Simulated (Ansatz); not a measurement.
A distorted cell of MoSi$_{2}$ (MoSi2 type, space group I4/mmm):

```
MoSi2
1.0
   -1.67103     1.67103     3.59888
    1.67103    -1.67103     3.59888
    1.67103     1.67103    -3.59888
Mo Si
1 2
Direct
  0.00000   0.00000   0.00000
  0.33511   0.33511   0.00000
  0.66489   0.66489   0.00000
```

Computed with PBE (plane waves to 420 eV, PAW, scalar-relativistic; Ansatz, a first-principles code). k mesh 20×20×20 (Γ-centred), Fermi-Dirac smearing 0.05 eV. The energy includes the smearing's −TS. Stress and pressure are positive under compression. As the atoms are clamped, bonds stretch with the cell, which overstates energies and stresses. With partly filled bands, the response to shear is sensitive to the k mesh, so small differences along c/a are uncertain. MoSi2 is run without spin polarisation. MoSi2 was relaxed with its symmetry unable to fall. The PAW data are Ansatz's earlier set.

**Question.** What is the stress tensor (GPa)?

**Answer.** 
```
   -9.9      0.0      0.0
    0.0     -9.9      0.0
    0.0      0.0     48.7
```
The pressure, a third of the trace, is 9.6 GPa.

**Question.** It is the relaxed cell deformed to V/V₀ = 0.987, (c/a)/(c/a)₀ = 0.880, c along z, fractional positions held. What is its energy relative to the relaxed cell?

**Answer.** 205 meV/atom.

(Under strain, the slope of the energy per volume gives the stress and its curvature an elastic modulus.)
